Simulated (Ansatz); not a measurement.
# Ge: computed property card

Ge:
```
CELL_PARAMETERS angstrom
      0.00000     2.86032     5.07366
      2.58977     0.00000     5.07366
      2.58977     2.86032     0.00000
ATOMIC_POSITIONS crystal
  Ge 0.78463 0.78463 0.21537
  Ge 0.21537 0.21537 0.78463
  Ge 0.27483 0.72517 0.27483
  Ge 0.72517 0.27483 0.72517
```

Space group Fmmm (No. 69); conventional cell a = 5.180 Å, b = 5.721 Å, c = 10.147 Å, α = β = γ = 90.00°.

Method: plane-wave PAW r²SCAN (Ansatz code). The cell and atoms are relaxed at this level. Other levels are named where they apply.

### Cell and energy

```yaml
volume_per_atom: 18.79 Å³
density: 6.42 g/cm³
```

### Electronic structure

```yaml
electronic_character: metallic (no gap)
Density of states at the Fermi level: 0.32 states/eV per atom (mean over ±0.08 eV)
Gap with spin–orbit coupling: none (metallic)
```

### Mechanics

```yaml
Bulk modulus (Birch–Murnaghan fit): 71.5 GPa
Pressure derivative B′: 5.4
```

### Phonons

```yaml
highest_zone_centre_frequency: 196 cm^-1
zone_centre_stability: unstable, softest mode 27i cm⁻¹
```

The first step of the workflow began from a Materials Project structure, measured or hypothetical; the Crystallography Open Database copy checked does not list it. It is not the phase usual at ambient conditions (space group No. 227). The cell was relaxed with r²SCAN under the symmetry of its start; phonons show weakly imaginary modes. As this level gives no gap, phonon frequencies hold no LO–TO term and depend on the k-mesh and smearing (Fermi–Dirac, 0.1 eV here). Scalar-relativistic: spin–orbit coupling is off unless named, which matters more the heavier the elements.

Potentials: the later of the program's two PAW sets.
